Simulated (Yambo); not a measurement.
Yambo run on Ba2MgWO6 (space group Fm-3m, No. 225). The wavefunctions are norm-conserving LDA (Quantum ESPRESSO, 84 Ry, no spin-orbit coupling) ones on a 2×2×2 mesh (40 occupied bands); a = 5.824 Å, b = 5.824 Å, c = 5.824 Å, α = 60.00°, β = 60.00°, γ = 60.00°.

Yambo input:

```
rim_cut
gw0
dyson
el_el_corr
HF_and_locXC
ppa
em1d
RandQpts= 1000000
RandGvec= 1 Ry
FFTGvecs= 30 Ry
EXXRLvcs= 84 Ry
VXCRLvcs= 336 Ry
Chimod= "HARTREE"
% BndsRnXp
 3 | 214 |
%
NGsBlkXp= 7 Ry
% LongDrXp
 1.0 | 1.0 | 1.0 |
%
PPAPntXp= 27.2114 eV
% GbndRnge
 1 | 214 |
%
GTermKind= "BG"
DysSolver= "n"
ExtendOut
% QPkrange
 1 | 1 | 40 | 40 |
 3 | 3 | 40 | 41 |
%
```

k points by index: 1 = Γ, 3 = X.

Table of the .qp output:

```
#    K-point    Band    Eo [eV]    E [eV]    E-Eo [eV]    Vxc [eV]    Vnlxc [eV]    Sc|Eo [eV]    Sc|E [eV]    dSc/dw|Eo [eV]    Re(Z)    Im(Z)
#
    1    40    0.000000    -0.450559    -0.450559    -19.37676    -24.42273    4.465239    4.595404    -7.859276    0.775900    -0.001220
    3    40    -0.047504    -0.506574    -0.459070    -19.24522    -24.26478    4.428943    4.560497    -7.796147    0.777299    -0.001110
    3    41    2.689842    4.045509    1.355668    -16.33001    -10.74288    -3.925183    -4.231463    -6.147336    0.815719    -0.001047
```
(The two width columns are left out.) Convergence of these settings isn't established.

Geometry of the Materials Project entry, not relaxed at this level.
